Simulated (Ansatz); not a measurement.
# RbIr2: forces and stress of a distorted cell

This is model RbIr2 built from a rock-salt lattice with a pair of atoms on one site and then distorted, one atom being moved towards a neighbour.

Ansatz, all-electron PAW with datasets made for this cell; functional PBE; scalar-relativistic, Dirac core shells, point nucleus. Occupations are Fermi–Dirac at 0.15 eV on a coarse k-mesh, 2×2×2 (half-step shift); the results hold for that mesh. In metals such a mesh can move stress, forces and moments by their own size. On this fcc-type cell the shift lowers the mesh's symmetry. No spin polarisation. The cell's electron count is odd, so a run with spin could end lower. Labels count atoms in the order given.

```
Rb Ir
1.0
    -3.46021    0.05454    3.37912
     0.11802    3.50340    3.55167
    -3.54499    3.41563   -0.03025
Rb Ir
1 2
Direct
  0.59498 0.46881 0.39701
  0.05397 0.84747 0.76722
  0.20569 0.05497 0.99908
```

```
atom  Fx (eV/Å)  Fy (eV/Å)  Fz (eV/Å)
 Rb1     -0.416     -1.026      0.273
 Ir2      0.596      1.371     -0.181
 Ir3     -0.181     -0.344     -0.091
```

Stress xx yy zz yz xz xy in GPa, positive in compression: -3.04 1.82 -1.20 -5.16 4.49 7.21.

```yaml
Pressure: -0.81 GPa
Largest_force: 1.506 eV/Å
```

## Single point on RbIr2

Cell: RbIr2 placed on the sites of a rock-salt lattice with a pair of atoms on one site (a generated, not necessarily known, phase), then sheared and rattled.

Same method, mesh 2×2×2 with shift 0.5, 0.5, 0.5. No spin polarisation. The cell's electron count is odd, so a run with spin could end lower.

```
CELL_PARAMETERS angstrom
-3.48599 -0.15157 3.33531
0.11911 3.60499 3.30284
-3.32937 3.48084 0.00505
ATOMIC_POSITIONS crystal
Rb 0.71413 0.12588 0.13793
Ir 0.12235 0.55850 0.47311
Ir 0.27326 0.77961 0.69183
```

```tsv
atom	Fx (eV/Å)	Fy (eV/Å)	Fz (eV/Å)
Rb1	0.930	0.307	1.140
Ir2	0.027	-0.780	-0.449
Ir3	-0.957	0.473	-0.691
```

Stress tensor (GPa, compression positive):
```
 0.51  7.06  1.84
 7.06 -1.24 -6.15
 1.84 -6.15  4.39
```

The pressure is 1.22 GPa. The largest force is 1.503 eV/Å.
